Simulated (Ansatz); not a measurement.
Phonons of TiO2 (anatase) at Γ, N = (0.5, 0.0, 0.0), X = (0.5, 0.5, 0.0), M = (0.5, 0.5, 0.5).

TiO2 (anatase)

```yaml
crystal:
  lattice:
    - [-1.89940, 1.89940, 4.85040]
    - [1.89940, -1.89940, 4.85040]
    - [1.89940, 1.89940, -4.85040]
  atoms:
    - { symbol: Ti, position: [0.50000, 0.50000, 0.00000] }
    - { symbol: Ti, position: [0.25000, 0.75000, 0.50000] }
    - { symbol: O, position: [0.29355, 0.29355, 0.00000] }
    - { symbol: O, position: [0.04355, 0.54355, 0.50000] }
    - { symbol: O, position: [0.45645, 0.95645, 0.50000] }
    - { symbol: O, position: [0.70645, 0.70645, 0.00000] }
```

Method: PBE (plane waves to 420 eV, PAW, scalar-relativistic; Ansatz, an electronic-structure program). DFPT wavenumbers on a 10×10×10 k mesh, in cm⁻¹; i marks imaginary ones, q is in fractions of the reciprocal vectors of the cell shown, and the three acoustic modes at Γ are left out. The non-analytic (LO-TO) term is not included, so polar modes at Γ have their transverse values. TiO2 is run without spin polarisation. TiO2 was relaxed with its symmetry unable to fall.

```json
[
 {"q": "Γ", "wavenumbers (cm⁻¹)": "111 (×2), 175 (×2), 207 (×2), 301, 360, 395 (×2), 478, 495, 521, 599 (×2)"},
 {"q": "N = (0.5, 0.0, 0.0)", "wavenumbers (cm⁻¹)": "99, 118, 139, 191, 233, 258, 268, 271, 310, 340, 362, 405, 452, 484, 504, 593, 726, 770"},
 {"q": "X = (0.5, 0.5, 0.0)", "wavenumbers (cm⁻¹)": "122 (×2), 159 (×2), 318 (×2), 345 (×2), 365 (×2), 439 (×2), 476 (×2), 569 (×2), 785 (×2)"},
 {"q": "M = (0.5, 0.5, 0.5)", "wavenumbers (cm⁻¹)": "69 (×2), 125 (×2), 146 (×2), 234 (×2), 267 (×2), 358 (×2), 466 (×2), 601 (×2), 625 (×2)"}
]
```

The structure shows no imaginary mode at these points (lowest 69 cm⁻¹ at M = (0.5, 0.5, 0.5)); other wave vectors were not tested.

Highest mode: 785 cm⁻¹ at X = (0.5, 0.5, 0.0).
